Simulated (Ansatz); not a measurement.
Ge:
```
Ge
1.0
   -3.48261     3.48261     3.48261
    3.48261    -3.48261     3.48261
    3.48261     3.48261    -3.48261
Ge
8
Cartesian
  1.04085   4.52346  -1.04085
 -1.04085   2.44176   1.04085
  2.44176   2.44176   2.44176
  1.04085   1.04085   1.04085
  4.52346  -1.04085   1.04085
  2.44176   1.04085  -1.04085
 -1.04085   1.04085   4.52346
  1.04085  -1.04085   2.44176
```

Relaxed with r²SCAN.

Task: Map the valence electron density (e/Å³), cut off at 0.8 on the plane through (0.500, 0.000, 0.799) spanned by u = [1, 1, 0] and v = [1, 0, 1] in lattice vectors, from plane-wave PAW r²SCAN (Ansatz code).

Result: x is the fraction of u, y of v (the angle between them is 90°; rows are the nearest grid lines); atoms in the plane: Ge at (0.00, 0.00), Ge at (0.30, 0.50), Ge at (0.80, 0.70), Ge at (0.50, 0.20).
```
y \ x   0.000  0.0857  0.171  0.286  0.371  0.457  0.543  0.629  0.714  0.829  0.914   1.00
------  -----  ------  -----  -----  -----  -----  -----  -----  -----  -----  -----  -----
1.00    0.800   0.800  0.290  0.143  0.154  0.158  0.115  0.062  0.055  0.227  0.800  0.800
0.914   0.800   0.561  0.193  0.089  0.074  0.061  0.048  0.048  0.083  0.264  0.653  0.800
0.857   0.421   0.229  0.102  0.058  0.055  0.053  0.056  0.088  0.188  0.400  0.472  0.421
0.771   0.174   0.069  0.044  0.057  0.075  0.087  0.113  0.224  0.759  0.800  0.499  0.174
0.686   0.143   0.058  0.076  0.172  0.194  0.162  0.154  0.288  0.800  0.800  0.627  0.143
0.629   0.154   0.092  0.170  0.462  0.398  0.217  0.137  0.207  0.707  0.800  0.459  0.154
0.543   0.158   0.175  0.451  0.800  0.800  0.274  0.090  0.079  0.166  0.293  0.232  0.158
0.457   0.115   0.175  0.468  0.800  0.800  0.283  0.087  0.044  0.052  0.088  0.104  0.115
0.371   0.062   0.088  0.187  0.499  0.514  0.374  0.216  0.102  0.058  0.052  0.057  0.062
0.314   0.050   0.051  0.083  0.223  0.416  0.655  0.560  0.227  0.102  0.065  0.058  0.050
0.229   0.096   0.060  0.044  0.121  0.463  0.800  0.800  0.497  0.184  0.122  0.118  0.096
0.143   0.368   0.211  0.094  0.129  0.412  0.800  0.800  0.392  0.161  0.188  0.313  0.368
0.0857  0.800   0.539  0.181  0.147  0.298  0.567  0.511  0.202  0.104  0.215  0.604  0.800
0.000   0.800   0.800  0.290  0.143  0.154  0.158  0.115  0.062  0.055  0.227  0.800  0.800
```

The density is the valence pseudo-density with augmentation charge, so density and ELF within about 1 Å of a nucleus are not all-electron values.

Space group Ia-3. The workflow started from a Materials Project entry (that database holds measured and hypothetical structures alike); the Crystallography Open Database copy checked does not list it. It is not the phase usual at ambient conditions (space group No. 227). The r²SCAN relaxation kept the symmetry of its start; whether a distortion lowers the energy is not shown.

Potentials: the earlier of the program's two PAW sets. The files were generated under PBE; for other functionals the program regenerates the frozen cores, and for LDA and PBEsol the local potential too.
